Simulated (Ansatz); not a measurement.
Before relaxation, 1 DMAS a cell, tilted, over a hollow H-H-H site (Si, Fd-3m (No. 227), (1 1 0) face):

```
CELL_PARAMETERS angstrom
7.66719 0.00000 0.00000
0.00000 10.84304 0.00000
0.00000 0.00000 30.66074
ATOMIC_POSITIONS crystal
Si 0.25000 0.50000 0.30418
Si 0.25000 0.00000 0.30418
Si 0.75000 0.50000 0.30418
Si 0.75000 0.00000 0.30418
Si 0.50000 0.62500 0.30418
Si 0.50000 0.12500 0.30418
Si 0.00000 0.62500 0.30418
Si 0.00000 0.12500 0.30418
Si 0.50000 0.75000 0.36670
Si 0.50000 0.25000 0.36670
Si 0.00000 0.75000 0.36670
Si 0.00000 0.25000 0.36670
Si 0.75000 0.87500 0.36670
Si 0.75000 0.37500 0.36670
Si 0.25000 0.87500 0.36670
Si 0.25000 0.37500 0.36670
Si 0.75000 0.00029 0.42899
Si 0.75000 0.50029 0.42899
Si 0.25000 0.00029 0.42899
Si 0.25000 0.50029 0.42899
Si 0.00000 0.12471 0.42899
Si 0.00000 0.62471 0.42899
Si 0.50000 0.12471 0.42899
Si 0.50000 0.62471 0.42899
Si 0.00000 0.25057 0.49124
Si 0.00000 0.75057 0.49124
Si 0.50000 0.25057 0.49124
Si 0.50000 0.75057 0.49124
Si 0.25000 0.37443 0.49124
Si 0.25000 0.87443 0.49124
Si 0.75000 0.37443 0.49124
Si 0.75000 0.87443 0.49124
F 0.25000 0.41359 0.26111
F 0.25000 0.91359 0.26111
F 0.75000 0.41359 0.26111
F 0.75000 0.91359 0.26111
F 0.50000 0.71141 0.26111
F 0.50000 0.21141 0.26111
F 0.00000 0.71141 0.26111
F 0.00000 0.21141 0.26111
H 0.00000 0.16933 0.53096
H 0.00000 0.66933 0.53096
H 0.50000 0.16933 0.53096
H 0.50000 0.66933 0.53096
H 0.25000 0.45567 0.53096
H 0.25000 0.95567 0.53096
H 0.75000 0.45567 0.53096
H 0.75000 0.95567 0.53096
Si 0.54624 0.45985 0.62680
N 0.37341 0.47654 0.66639
C 0.41943 0.40859 0.70617
C 0.34883 0.60779 0.67640
H 0.57030 0.32857 0.61638
H 0.70969 0.51007 0.64457
H 0.50000 0.52689 0.58674
H 0.31261 0.41654 0.73051
H 0.43521 0.30886 0.69875
H 0.54214 0.44419 0.72097
H 0.24074 0.61929 0.70021
H 0.46934 0.64958 0.69027
H 0.31111 0.65896 0.64643
```

Theory: Ansatz 0.2.0, DFT PBE+D3(BJ), scalar-relativistic, plane waves, PAW. Plane waves to 420 eV, a k mesh through Γ of 2×2×1 on the computed 61-atom cell and Gaussian smearing (0.05 eV); no spin polarisation. A dipole correction removes the field between periodic images along c.

Atoms 1, 2, 3, 4, 5, 6, 7, 8, 9, 10, 11, 12, 13, 14, 15, 16 (counted from 1) are held. The cell is fixed. Force threshold 0.04 eV/Å.

| step | E − E_final (eV) | largest force (eV/Å) |
| --- | --- | --- |
| 1 | 0.218 | 1.175 |
| 2 | 0.128 | 0.711 |
| 3 | 0.069 | 0.464 |
| 4 | 0.044 | 0.381 |
| 5 | 0.031 | 0.195 |
| 6 | 0.022 | 0.118 |
| 7 | 0.018 | 0.049 |
| 8 | 0.017 | 0.040 |
| 9 | 0.016 | 0.013 |
| 10 | 0.014 | 0.063 |
| 11 | 0.014 | 0.055 |
| 12 | 0.012 | 0.026 |
| 13 | 0.012 | 0.026 |
| 14 | 0.011 | 0.069 |
| 15 | 0.011 | 0.080 |
| 16 | 0.009 | 0.086 |
| 17 | 0.008 | 0.067 |
| 18 | 0.007 | 0.065 |
| 19 | 0.006 | 0.069 |
| 20 | 0.005 | 0.062 |
| 21 | 0.005 | 0.055 |
| 22 | 0.004 | 0.056 |
| 23 | 0.004 | 0.059 |
| 24 | 0.003 | 0.050 |
| 25 | 0.003 | 0.043 |
| 26 | 0.002 | 0.038 |
| 27 | 0.001 | 0.060 |
| 28 | 0.001 | 0.052 |
| 29 | 0.000 | 0.029 |
| 30 | 0.000 | 0.029 |

Task: What is the final structure?

Result:
```yaml
crystal:
  lattice:
    - [7.66719, 0.00000, 0.00000]
    - [0.00000, 10.84304, 0.00000]
    - [0.00000, 0.00000, 30.66074]
  atoms:
    - { symbol: Si, position: [0.25000, 0.50000, 0.30418] }
    - { symbol: Si, position: [0.25000, 0.00000, 0.30418] }
    - { symbol: Si, position: [0.75000, 0.50000, 0.30418] }
    - { symbol: Si, position: [0.75000, 0.00000, 0.30418] }
    - { symbol: Si, position: [0.50000, 0.62500, 0.30418] }
    - { symbol: Si, position: [0.50000, 0.12500, 0.30418] }
    - { symbol: Si, position: [0.00000, 0.62500, 0.30418] }
    - { symbol: Si, position: [0.00000, 0.12500, 0.30418] }
    - { symbol: Si, position: [0.50000, 0.75000, 0.36670] }
    - { symbol: Si, position: [0.50000, 0.25000, 0.36670] }
    - { symbol: Si, position: [0.00000, 0.75000, 0.36670] }
    - { symbol: Si, position: [0.00000, 0.25000, 0.36670] }
    - { symbol: Si, position: [0.75000, 0.87500, 0.36670] }
    - { symbol: Si, position: [0.75000, 0.37500, 0.36670] }
    - { symbol: Si, position: [0.25000, 0.87500, 0.36670] }
    - { symbol: Si, position: [0.25000, 0.37500, 0.36670] }
    - { symbol: Si, position: [0.74947, 0.00031, 0.42903] }
    - { symbol: Si, position: [0.75021, 0.50038, 0.42889] }
    - { symbol: Si, position: [0.25079, 0.00039, 0.42901] }
    - { symbol: Si, position: [0.24992, 0.50028, 0.42894] }
    - { symbol: Si, position: [0.00011, 0.12380, 0.42875] }
    - { symbol: Si, position: [0.00011, 0.62486, 0.42902] }
    - { symbol: Si, position: [0.50020, 0.12595, 0.42939] }
    - { symbol: Si, position: [0.50001, 0.62470, 0.42906] }
    - { symbol: Si, position: [0.00041, 0.24913, 0.49087] }
    - { symbol: Si, position: [0.00010, 0.75062, 0.49132] }
    - { symbol: Si, position: [0.50020, 0.25236, 0.49186] }
    - { symbol: Si, position: [0.50006, 0.75062, 0.49131] }
    - { symbol: Si, position: [0.24836, 0.37458, 0.49115] }
    - { symbol: Si, position: [0.25013, 0.87453, 0.49127] }
    - { symbol: Si, position: [0.75237, 0.37435, 0.49101] }
    - { symbol: Si, position: [0.75003, 0.87449, 0.49131] }
    - { symbol: F, position: [0.24972, 0.41384, 0.26105] }
    - { symbol: F, position: [0.24995, 0.91361, 0.26111] }
    - { symbol: F, position: [0.75030, 0.41368, 0.26109] }
    - { symbol: F, position: [0.75005, 0.91368, 0.26109] }
    - { symbol: F, position: [0.49997, 0.71138, 0.26110] }
    - { symbol: F, position: [0.50018, 0.21162, 0.26117] }
    - { symbol: F, position: [0.00002, 0.71138, 0.26110] }
    - { symbol: F, position: [0.99981, 0.21114, 0.26104] }
    - { symbol: H, position: [0.99976, 0.16869, 0.53081] }
    - { symbol: H, position: [0.00019, 0.66957, 0.53112] }
    - { symbol: H, position: [0.49990, 0.17071, 0.53145] }
    - { symbol: H, position: [0.49996, 0.66966, 0.53110] }
    - { symbol: H, position: [0.24133, 0.45661, 0.53054] }
    - { symbol: H, position: [0.25020, 0.95576, 0.53101] }
    - { symbol: H, position: [0.76083, 0.45751, 0.53017] }
    - { symbol: H, position: [0.74993, 0.95577, 0.53104] }
    - { symbol: Si, position: [0.57561, 0.42938, 0.61122] }
    - { symbol: N, position: [0.41007, 0.40650, 0.64863] }
    - { symbol: C, position: [0.43766, 0.33312, 0.68761] }
    - { symbol: C, position: [0.26552, 0.49265, 0.65199] }
    - { symbol: H, position: [0.65830, 0.30714, 0.60190] }
    - { symbol: H, position: [0.72037, 0.51530, 0.62504] }
    - { symbol: H, position: [0.49200, 0.48338, 0.57178] }
    - { symbol: H, position: [0.31808, 0.28159, 0.69600] }
    - { symbol: H, position: [0.54242, 0.26572, 0.68216] }
    - { symbol: H, position: [0.47339, 0.38973, 0.71635] }
    - { symbol: H, position: [0.14334, 0.44310, 0.65950] }
    - { symbol: H, position: [0.28524, 0.56280, 0.67780] }
    - { symbol: H, position: [0.24682, 0.54111, 0.62088] }
```

The end is the local minimum or symmetric point that this start leads to. The slab is only 5.8 Å thick, so the energy isn't converged with thickness.

Cost: 1 run of about 96 core-minutes, on Arm Neoverse V2 (shared hosts).